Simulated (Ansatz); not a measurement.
Consider the following.

Zr$_{3}$Si:
Space group Fm-3m (No. 225); a = b = c = 6.823 Å, α = β = γ = 90.00°

```json
[
 {"atom": "Si", "site": "4a", "symmetry": "m-3m", "x": "0.0000", "y": "0.0000", "z": "0.0000"},
 {"atom": "Zr", "site": "4b", "symmetry": "m-3m", "x": "0.5000", "y": "0.5000", "z": "0.5000"},
 {"atom": "Zr", "site": "8c", "symmetry": "-43m", "x": "0.2500", "y": "0.2500", "z": "0.2500"}
]
```
(The calculation used a cell of 4 atoms; values per cell refer to that cell.)

This is the PBE-relaxed structure.

**Question.** All from PBE in the plane-wave PAW code Ansatz, unless another level is named. Predict the electronic character.

**Answer.** metallic (no gap).

**Question.** What about the density of states at the Fermi level?

**Answer.** 1.7 states/eV per atom (mean over ±0.08 eV).

**Question.** Next, the formation energy from the elements (no fitted shifts)?

**Answer.** -0.17 eV/atom.

The cell is a constructed one: a structure type filled with these elements; neither database checked (COD, Materials Project) lists it. Whether it is the stable phase at ambient conditions was not checked. Symmetry was held in the PBE relaxation; its stability against distortions is not shown here. No spin polarisation was allowed. The references are the lowest solids computed at this level, not always the standard phases. Scalar-relativistic: spin–orbit coupling is off unless named, which matters more the heavier the elements.

Potentials: the later of the program's two PAW sets.
